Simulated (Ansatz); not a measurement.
Values for one crystal, relaxed and computed with r²SCAN in the plane-wave PAW code Ansatz; other levels are named.

- Volume per atom: 15.47 Å³
- Electronic character: metallic (no gap)
- Mechanical stability: stable (all eigenvalues of C positive)
- Poisson's ratio: 0.40
- Density of states at the Fermi level: 0.62 states/eV per atom (mean over ±0.08 eV)
- Gap with spin–orbit coupling: none (metallic)
- Young's modulus: 111 GPa

Which compound is it?
A. Ta2SnN, P6_3/mmc (Sn on 2d, Ta on 4f, N on 2a)
B. TaN, P6/mmm (Ta on 1a, Ta on 2d, N on 3f)
C. SiMo2C, P6_3/mmc (Si on 2d, Mo on 4f, C on 2a)
D. Ti3CuC2, P6_3/mmc (Ti on 4f, Ti on 2a, Cu on 2b, C on 4f)

A, Ta2SnN, P6_3/mmc (Sn on 2d, Ta on 4f, N on 2a)

The start of the workflow was typed in or built on a structure type; neither database checked (COD, Materials Project) lists it. Whether it is the stable phase at ambient conditions was not checked. The r²SCAN relaxation kept the symmetry of its start; its stability against distortions is not shown here. The run is not spin-polarised. On the denser mesh and wider smearing of the elastic run this cell carries a stress of 0.3 GPa. Scalar-relativistic: spin–orbit coupling is off unless named, which matters more the heavier the elements.

Potentials: the earlier of the program's two PAW sets.
